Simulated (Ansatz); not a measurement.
InSe (started from an entry of an open crystallographic database), 8 atoms and 116 valence electrons in a cell of about 237 Å³, was run 9 times in the plane-wave code Ansatz, each time on 4 threads of Arm Neoverse V1, with other jobs on the host. The times are single readings and vary with the host's load.

| run | k mesh | irreducible k | cutoff (eV) | plane waves | bands | SCF iterations | wall time | peak host memory (GiB) |
| --- | --- | --- | --- | --- | --- | --- | --- | --- |
| relaxation, PBE-D3(BJ) | 6×6×2 | 14 | 420 | 4629 | 70 | 46 | 22 s | 0.8 |
| relaxation, r2SCAN+rVV10 | 6×6×2 | 14 | 500 | 6067 | 70 | 41 | ? | ? |
| bands, PBE | 12×12×2 | 38 | 420 | 4653 | 64 | 6 | ? | ? |
| single point, r2SCAN | 12×12×2 | 38 | 500 | 6067 | 64 | 8 | 28 s | 1.5 |
| single point, HSE06 | 6×6×2 | 14 | 420 | 4653 | 64 | 20 | 5.7 min | 5.7 |
| single point, PBE0 | 6×6×2 | 14 | 420 | 4653 | 64 | 22 | 5.7 min | 5.8 |
| single point, LDA | 12×12×2 | 38 | 420 | 4653 | 64 | 7 | ? | ? |
| relaxation, PBE-D4 | 6×6×2 | 14 | 420 | 4591 | 70 | 33 | ? | ? |
| single point, Hartree-Fock | 6×6×2 | 14 | 420 | 4653 | 64 | 30 | 6.6 min | 5.8 |

Task: What time and memory did the runs marked ? need?

Result:

| run | wall time | peak host memory (GiB) |
| --- | --- | --- |
| bands, PBE | 20 s | 1.2 |
| single point, LDA | 12 s | 0.88 |
| relaxation, PBE-D4 | 15 s | 0.79 |
| relaxation, r2SCAN+rVV10 | 68 s | 1.6 |
